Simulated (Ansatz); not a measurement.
A relaxed structure of Ti3Al is spoiled in several ways and relaxed again each time (noise and exchanges are one random draw each; squeezed and stretched starts keep its symmetry, which their runs cannot lower; pressure is positive under compression). Calculation: r2SCAN (plane waves to 500 eV, PAW, scalar-relativistic; Ansatz, a first-principles code).

```cif
data_Al2Ti6
_chemical_formula_sum 'Ti6 Al2'
_space_group_name_H-M_alt 'P63/mmc'
_space_group_IT_number 194
_space_group_name_Hall '-P 6c 2c'
_cell_length_a 5.74744
_cell_length_b 5.74744
_cell_length_c 4.63161
_cell_angle_alpha 90.000
_cell_angle_beta 90.000
_cell_angle_gamma 120.000
loop_
_atom_site_label
_atom_site_type_symbol
_atom_site_symmetry_multiplicity
_atom_site_Wyckoff_symbol
_atom_site_fract_x
_atom_site_fract_y
_atom_site_fract_z
_atom_site_occupancy
Ti1 Ti 6 h 0.34036 0.17018 0.25000 1
Al1 Al 2 c 0.33333 0.66667 0.25000 1
```

Q: One start gave a first pressure of -19.4 GPa, a largest first force of 0.03 eV/Å and released 0.37 eV/atom. Which change was it?
A) shaken by Gaussian noise of σ = 0.08 Å a coordinate
B) stretched uniformly to 130 % of its volume
C) with one Ti and one Al atom exchanged in a cell of 8 atoms
D) with every coordinate shifted by Gaussian noise of σ = 0.45 Å

A: B, stretched uniformly to 130 % of its volume. All starts:

| change | first pressure (GPa) | largest first force (eV/Å) | released (eV/atom) | moves | outcome | final group | E − E(parent) (eV/atom) |
|---|---|---|---|---|---|---|---|
| with one Ti and one Al atom exchanged in a cell of 8 atoms | 1.6 | 0.64 | 0.15 | 19 | returns to the parent | P6₃/mmc | 0.00 |
| with every coordinate shifted by Gaussian noise of σ = 0.45 Å | – | – | 2.2 | 8 | returns to the parent | P6₃/mmc | 0.00 |
| stretched uniformly to 130 % of its volume | -19.4 | 0.03 | 0.37 | 8 | returns to the parent | P6₃/mmc | 0.00 |
| shaken by Gaussian noise of σ = 0.08 Å a coordinate | 1.5 | 1.41 | 0.07 | 6 | returns to the parent | P6₃/mmc | 0.00 |

First-step values come from each run's starting, coarser k-mesh (7×7×7, 6×6×7). Each cell has its own k-point mesh; energy differences are given only to the digits this allows. No spin polarisation in the result.
